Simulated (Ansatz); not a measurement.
WS2:
```yaml
crystal:
  lattice:
    - [5.94031, 0.00000, 0.00000]
    - [0.00000, 5.94031, 0.00000]
    - [0.00000, 0.00000, 5.94031]
  atoms:
    - { symbol: W, position: [0.00000, 0.00000, 0.00000], spin: 1.2 }
    - { symbol: W, position: [0.50000, 0.50000, 0.00000], spin: 1.2 }
    - { symbol: W, position: [0.00000, 0.50000, 0.50000], spin: 1.2 }
    - { symbol: W, position: [0.50000, 0.00000, 0.50000], spin: 1.2 }
    - { symbol: S, position: [0.35722, 0.35722, 0.35722], spin: 0.0 }
    - { symbol: S, position: [0.85722, 0.14278, 0.64278], spin: 0.0 }
    - { symbol: S, position: [0.64278, 0.85722, 0.14278], spin: 0.0 }
    - { symbol: S, position: [0.14278, 0.64278, 0.85722], spin: 0.0 }
    - { symbol: S, position: [0.64278, 0.64278, 0.64278], spin: 0.0 }
    - { symbol: S, position: [0.14278, 0.85722, 0.35722], spin: 0.0 }
    - { symbol: S, position: [0.35722, 0.14278, 0.85722], spin: 0.0 }
    - { symbol: S, position: [0.85722, 0.35722, 0.14278], spin: 0.0 }
```

Relaxed with PBE. Special points in fractions of this cell's reciprocal vectors: Γ (0.000, 0.000, 0.000); X (0.000, 0.500, 0.000); M (0.500, 0.500, 0.000); R (0.500, 0.500, 0.500); X1 (0.500, 0.000, 0.000).

### Question
List the band energies nearest the Fermi level at these points for DFT-PBE in the program Ansatz with PAW potentials.

### Answer
In eV from the Fermi level; about four levels below and three above (degenerate sets whole), none deeper than 8.9 eV; points with the same levels are listed once.

```
k                                  below                     above
---  -----------------------------------  ------------------------
Γ ↑              -0.33 -0.33 -0.33 -0.08            0.11 0.11 0.11
X ↑              -0.42 -0.42 -0.02 -0.02       0.62 0.62 0.83 0.83
M ↑              -0.03 -0.03 -0.03 -0.03       1.44 1.44 1.44 1.44
R ↑              -0.69 -0.69 -0.69 -0.69       2.32 2.32 2.32 2.32
Γ ↓  -1.80 -1.80 -1.80 -0.44 -0.44 -0.44  0.02 0.02 0.06 0.06 0.06
X ↓              -1.57 -1.57 -0.71 -0.71       0.35 0.35 0.48 0.48
M ↓              -1.57 -1.57 -1.57 -1.57       0.28 0.28 0.28 0.28
R ↓              -0.81 -0.81 -0.81 -0.81       0.48 0.48 0.48 0.48
```

Space group Pa-3. The start of the workflow was typed in or built on a structure type; neither database checked (COD, Materials Project) lists it. It is not the phase usual at ambient conditions (space group No. 194). The cell was relaxed with PBE under the symmetry of its start; whether a distortion lowers the energy is not shown. The final state is ferromagnetic, chosen from 2 collinear starts compared on coarse meshes (ties went to the first, and starts can fall back to one state), not a proven ground state. No Hubbard U is applied. Spin–orbit coupling is left out wherever it is not named.

Potentials: the earlier of the program's two PAW sets.
